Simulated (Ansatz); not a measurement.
LaN:
```yaml
crystal:
  lattice:
    - [4.44343, 0.00000, 0.00000]
    - [0.00000, 4.44343, 0.00000]
    - [0.00000, 0.00000, 3.69719]
  atoms:
    - { symbol: La, position: [0.50000, 0.00000, 0.26837] }
    - { symbol: La, position: [0.00000, 0.50000, 0.73163] }
    - { symbol: N, position: [0.50000, 0.50000, 0.00000] }
    - { symbol: N, position: [0.00000, 0.00000, 0.00000] }
```

Tensor components refer to the Cartesian frame of this cell.

### Question
Give the high-frequency dielectric tensor and the Born effective charge tensors of the independent atoms from DFPT, DFT-r²SCAN in the program Ansatz with PAW potentials.

### Answer

ε∞:
```
9.53  0.00  0.00
0.00  9.53  0.00
0.00  0.00  6.92
```
Z* of atom 1 (La), rows: field, columns: displacement, in e:
```
4.75  0.00  0.00
0.00  4.75  0.00
0.00  0.00  2.68
```
Z* of atom 3 (N), rows: field, columns: displacement, in e:
```
-4.75   0.00   0.00
 0.00  -4.75   0.00
 0.00   0.00  -2.68
```

Static charges for comparison (Bader): La1 +1.72, N3 -1.72 e. Born charges measure polarisation by displacement and can exceed these by far.

Space group P4/nmm. The workflow started from a Materials Project entry (that database holds measured and hypothetical structures alike); the Crystallography Open Database copy checked does not list it. COD files the formula under space group No. 225. Its standing as an ambient phase is unchecked. The cell was relaxed with r²SCAN under the symmetry of its start. At this level the phase is mechanically unstable. Scalar-relativistic: spin–orbit coupling is off unless named, which matters more the heavier the elements.

Potentials: the later of the program's two PAW sets.
